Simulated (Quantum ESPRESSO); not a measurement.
Band energies of Ti₂O

```
CELL_PARAMETERS angstrom
      2.95408     0.00000     0.00000
     -1.47704     2.55831     0.00000
      0.00000     0.00000     4.82234
ATOMIC_POSITIONS crystal
  O  0.00000 0.00000 0.00000
  Ti 0.33333 0.66667 0.73005
  Ti 0.66667 0.33333 0.26995
```

norm-conserving PBEsol (Quantum ESPRESSO, 84 Ry, no spin-orbit coupling); path ΓMKΓALHA,LM,KH; energies in eV from the Fermi level.

```
k (1/Å)  point  band 11  band 12  band 13  band 14  band 15  band 16  band 17  band 18
-------  -----  -------  -------  -------  -------  -------  -------  -------  -------
0.00         Γ    -5.88    -5.88    -3.76    -0.22     0.18     0.54     0.54     1.05
0.33              -6.52    -5.95    -3.19    -0.96     0.14     0.67     0.72     1.01
0.67              -7.10    -6.14    -2.48    -1.47    -0.49     0.98     1.08     1.71
1.12              -6.92    -6.34    -2.60    -1.31    -0.52     1.11     1.69     2.79
1.23         M    -6.91    -6.35    -2.63    -1.30    -0.51     1.10     1.75     2.81
1.46              -6.88    -6.56    -2.40    -1.31    -0.70     1.24     1.61     2.48
1.94         K    -7.49    -6.77    -1.79    -1.18    -1.18     1.50     1.50     2.12
2.24              -6.99    -6.78    -1.89    -1.39    -1.08     1.23     1.85     1.97
2.65              -7.07    -6.29    -2.32    -1.54    -0.64     0.95     1.22     1.81
2.95              -6.72    -6.00    -3.01    -1.12     0.00     0.74     0.74     1.13
3.25              -5.96    -5.89    -3.69    -0.36     0.21     0.56     0.69     0.94
3.35         Γ    -5.88    -5.88    -3.76    -0.22     0.18     0.54     0.54     1.05
3.68              -5.91    -5.91    -3.09    -0.85     0.34     0.34     0.80     1.23
4.01         A    -5.95    -5.95    -1.82    -1.79     0.15     0.15     1.21     1.90
4.42              -6.59    -6.02    -2.15    -1.34    -0.47     0.60     1.15     1.55
4.72              -7.18    -6.14    -2.11    -1.16    -0.77     0.45     1.03     1.76
5.13              -6.94    -6.27    -1.63    -1.33    -0.55    -0.36     0.98     2.72
5.23         L    -6.94    -6.28    -1.63    -1.29    -0.54    -0.41     0.98     2.76
5.44              -6.92    -6.47    -1.46    -1.31    -0.54    -0.35     1.23     2.52
5.84              -7.38    -6.85    -1.38    -0.81    -0.76     0.88     1.41     1.57
5.94         H    -7.56    -6.84    -1.38    -0.77    -0.77     1.23     1.23     1.41
6.13              -7.25    -6.86    -1.40    -0.85    -0.79     0.94     1.00     1.78
6.42              -6.96    -6.75    -1.68    -0.99    -0.84     0.69     0.87     1.45
6.79              -6.96    -6.20    -2.16    -1.11    -0.73     0.67     1.19     1.23
7.08              -6.27    -5.99    -2.02    -1.56    -0.20     0.37     1.32     1.55
7.36         A    -5.95    -5.95    -1.82    -1.79     0.15     0.15     1.21     1.90
7.36         L    -6.94    -6.28    -1.63    -1.29    -0.54    -0.41     0.98     2.76
7.64              -6.93    -6.31    -2.16    -1.21    -0.66     0.33     1.22     2.72
8.01         M    -6.91    -6.35    -2.63    -1.30    -0.51     1.10     1.75     2.81
8.01         K    -7.49    -6.77    -1.79    -1.18    -1.18     1.50     1.50     2.12
8.23              -7.51    -6.79    -1.70    -1.09    -1.09     1.46     1.46     1.92
8.66         H    -7.56    -6.84    -1.38    -0.77    -0.77     1.23     1.23     1.41
```

A metal at this level: along this path bands 15, 16 cross the Fermi level.

Geometry of the Materials Project entry, not relaxed at this level.
